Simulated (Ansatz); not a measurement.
# Ba₃TaGa₃Si₂O₁₄: gradients before and after relaxing the atoms

Start: a COD entry.

```cif
data_Ba3TaGa3Si2O14
_symmetry_space_group_name_H-M 'P321'
_symmetry_Int_Tables_number 150
_cell_length_a 8.5150
_cell_length_b 8.5150
_cell_length_c 5.1920
_cell_angle_alpha 90.000
_cell_angle_beta 90.000
_cell_angle_gamma 120.000
loop_
_atom_site_label
_atom_site_type_symbol
_atom_site_symmetry_multiplicity
_atom_site_Wyckoff_symbol
_atom_site_fract_x
_atom_site_fract_y
_atom_site_fract_z
Ba Ba 3 e 0.4321 0.0000 0.0000
Ta Ta 1 a 0.0000 0.0000 0.0000
Ga Ga 3 f 0.7452 0.0000 0.5000
Si Si 2 d 0.3333 0.6667 0.4817
O10 O 2 d 0.3333 0.6667 0.7900
O12 O 6 g 0.4749 0.2992 0.6440
O18 O 6 g 0.2170 0.1068 0.2247
```

One atom of each set is listed.

All values are calculated (Ansatz; DFT, PBE, plane waves and PAW, scalar-relativistic, 420 eV cutoff, Γ-centred 4×4×5 k-points, Fermi–Dirac smearing 0.02 eV), not measured.

The largest force at the start is 0.39 eV/Å. Relaxing the ions at fixed cell moves them by 0.041 Å at most (atom 17, O) and 0.029 Å rms. End positions:

Ba (0.4320, 0.0000, 0.0000)
Ta (0.0000, 0.0000, 0.0000)
Ga (0.7456, 0.0000, 0.5000)
Si (0.3333, 0.6667, 0.4779)
O10 (0.3333, 0.6667, 0.7867)
O12 (0.4736, 0.2980, 0.6516)
O18 (0.2186, 0.1037, 0.2261)

| site | moved (Å) | first shell before | first shell after | V_zz before (10²¹ V/m²) | η before |
| --- | --- | --- | --- | --- | --- |
| Ba | 0.001 | 8 O at 2.68–3.02 Å | 8 O at 2.66–2.99 Å | -7.45 | 0.81 |
| Ta | 0.000 | 6 O at 1.98 Å | 6 O at 1.99 Å | -12.03 | 0.00 |
| Ga | 0.004 | 4 O at 1.82–1.87 Å | 4 O at 1.84–1.88 Å | -6.80 | 0.02 |
| Si | 0.020 | 4 O at 1.60–1.64 Å | 4 O at 1.60–1.66 Å | -2.10 | 0.00 |
| O10 | 0.017 | 1 Si at 1.60 Å | 1 Si at 1.60 Å | 3.98 | 0.00 |
| O12 | 0.041 | 1 Si at 1.64 Å, 1 Ga at 1.87 Å, angle 133° | 1 Si at 1.66 Å, 1 Ga at 1.88 Å, angle 131° | 7.21 | 0.31 |
| O18 | 0.036 | 1 Ga at 1.82 Å, 1 Ta at 1.98 Å, angle 125° | 1 Ga at 1.84 Å, 1 Ta at 1.99 Å, angle 124° | 6.85 | 0.04 |

Task: What are V_zz and η after the relaxation?

Result: 

```
site  V_zz after  η after  change of V_zz
  Ba        6.57     0.97               –
  Ta      -11.05     0.00           +0.98
  Ga       -6.61     0.05           +0.19
  Si       -2.41     0.00           -0.31
 O10        4.16     0.00           +0.18
 O12        7.32     0.37           +0.11
 O18        6.85     0.04            0.00
```

The largest change of V_zz along a kept axis is on Ta, from -12.03 to -11.05. In per cent, |V_zz| changes by -8 on Ta, -3 on Ga, +14 on Si, 0 to +4 on O (all sites that start above 0.5, bar those whose gradient vanishes or changes sign or whose main axis turns by over 40°). On Ba the largest principal value lies along another axis in the second run, so the two V_zz can't be compared directly.

Without spin–orbit coupling the gradients at and beside Ta can be off by some per cent, at some sites by more. With these PAW files V_zz is typically within 2 to 3 % of all-electron values, but misses above 10 % occur on Ta.
Before: At this cell the PBE pressure is 5 GPa, so with PBE the cell would grow if it were relaxed.
